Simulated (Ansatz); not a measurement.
Mg2Sn:
```cif
data_Mg2Sn
_chemical_formula_sum 'Sn1 Mg2'
_space_group_name_H-M_alt 'P 1'
_space_group_IT_number 1
_cell_length_a 4.77004
_cell_length_b 4.77004
_cell_length_c 4.77004
_cell_angle_alpha 60.000
_cell_angle_beta 60.000
_cell_angle_gamma 60.000
loop_
_space_group_symop_operation_xyz
  'x, y, z'
loop_
_atom_site_label
_atom_site_type_symbol
_atom_site_fract_x
_atom_site_fract_y
_atom_site_fract_z
_atom_site_occupancy
Sn1 Sn 0.00000 0.00000 0.00000 1
Mg1 Mg 0.25000 0.25000 0.25000 1
Mg2 Mg 0.75000 0.75000 0.75000 1
```

Relaxed with PBEsol.

**Question.** Tabulate the valence density and the electron localisation function along the shortest Sn–Mg contact (2.92 Å), plane-wave PAW PBEsol (Ansatz code).

**Answer.** 

```tsv
distance from Sn (Å)	density (e/Å³)	ELF
0.29	11.02	0.00
0.44	6.75	0.03
0.58	3.57	0.12
0.73	1.74	0.23
0.88	0.88	0.31
1.02	0.52	0.36
1.17	0.35	0.44
1.31	0.27	0.57
1.46	0.21	0.66
1.61	0.18	0.63
1.75	0.16	0.38
1.90	0.15	0.10
2.04	0.19	0.05
2.19	0.45	0.17
2.34	2.04	0.38
2.48	7.20	0.43
2.63	16.72	0.33
```

The density is the valence pseudo-density with augmentation charge, so density and ELF within about 1 Å of a nucleus are not all-electron values.

Space group Fm-3m (fluorite or antifluorite type). Symmetry was held in the PBEsol relaxation. Scalar-relativistic: spin–orbit coupling is off unless named, which matters more the heavier the elements.

Potentials: the later of the program's two PAW sets.
